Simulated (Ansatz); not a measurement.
**CdAu (Pm-3m), a sublattice moved along a line**

Theory: DFT PBEsol, scalar-relativistic, plane waves, PAW (Ansatz 0.2.0). Cutoff 420 eV, Γ-centred 14×14×14 k-points, Gaussian smearing of 0.15 eV. Spin–orbit coupling is left out, which can shift energies with elements as heavy as these. No spin polarisation. Energies are free energies at this smearing, counted from the undisturbed cell; pressure is positive in compression.

The starting cell (as given, not relaxed at this level; it stands at -2.2 GPa):

```
CELL_PARAMETERS angstrom
3.34000 0.00000 0.00000
0.00000 3.34000 0.00000
0.00000 0.00000 3.34000
ATOMIC_POSITIONS crystal
Cd 0.50000 0.50000 0.50000
Au 0.00000 0.00000 0.00000
```

Every Au atom is moved by x along the Cartesian unit vector (0.000, 1.000, 0.000); the cell and all other atoms stay fixed. The cell is metallic on the mesh throughout.

| x (Å) | ΔE (meV/cell) | force along x on the moved atoms (eV/Å) | pressure (GPa) |
| --- | --- | --- | --- |
| -0.5000 | 431.7 | 1.71 | 7.9 |
| -0.2500 | 108.7 | 0.87 | 0.4 |
| 0.0000 | 0.0 | 0.00 | -2.2 |
| 0.1250 | 27.3 | -0.44 | -1.6 |
| 0.3750 | 243.9 | -1.29 | 3.6 |
| 0.4375 | 331.3 | -1.50 | 5.6 |

By symmetry 0.5000 repeats -0.5000, -0.3750 repeats 0.3750, 0.2500 repeats -0.2500, -0.1250 repeats 0.1250 in energy, with the opposite slope along the path.